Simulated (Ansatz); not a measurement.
Space group Pnma (No. 62). a = 5.853 Å, b = 8.256 Å, c = 5.845 Å, α = 90.00°, β = 90.00°, γ = 90.00°
| atom | site | symmetry | x | y | z |
| --- | --- | --- | --- | --- | --- |
| Zr | 4a | -1 | 0.0000 | 0.0000 | 0.0000 |
| Pb | 4c | .m. | 0.5134 | 0.2500 | 0.0074 |
| O | 4c | .m. | 0.0084 | 0.7500 | 0.0704 |
| O | 8d | 1 | 0.2825 | 0.0378 | 0.2171 |

Equation of state of this ZrPbO₃ structure (not necessarily the ground state), with shape and atoms relaxed at each volume where symmetry leaves them free. All numbers below come from DFT r2SCAN, scalar-relativistic, plane waves, PAW in Ansatz 0.2.0.

Plane waves to 500 eV, a k mesh through Γ of 4×4×4 on the computed 20-atom cell and Gaussian smearing (0.02 eV); no spin polarisation.

| V (Å³/atom) | E − E(largest V) (meV/atom) | P (GPa) | gap on mesh (eV) |
| --- | --- | --- | --- |
| 12.428 | 92.13 | 27.87 | 2.94 |
| 12.852 | 30.15 | 19.21 | 3.04 |
| 13.276 | -10.58 | 11.78 | 3.12 |
| 13.700 | -33.10 | 5.44 | 3.11 |
| 14.123 | -40.11 | 0.01 | 3.11 |
| 14.547 | -35.16 | -2.89 | 3.09 |
| 14.971 | -24.30 | -5.39 | 3.32 |
| 15.536 | 0.00 | -8.23 | 3.32 |

**Question.** Does one Birch–Murnaghan curve describe these points?

**Answer.** Not well: the fit leaves 0.63 meV/atom rms, which suggests a change of structure or state along the series.

Spin-orbit coupling is left out, which matters for the bands of heavy elements.

The gaps are read on the mesh, which can miss the band edges, so they can be too wide.

Cost: 8 runs of about 100 core-minutes in all, on Oxide Virtual Turin-like Processor (Zen 5) (shared hosts).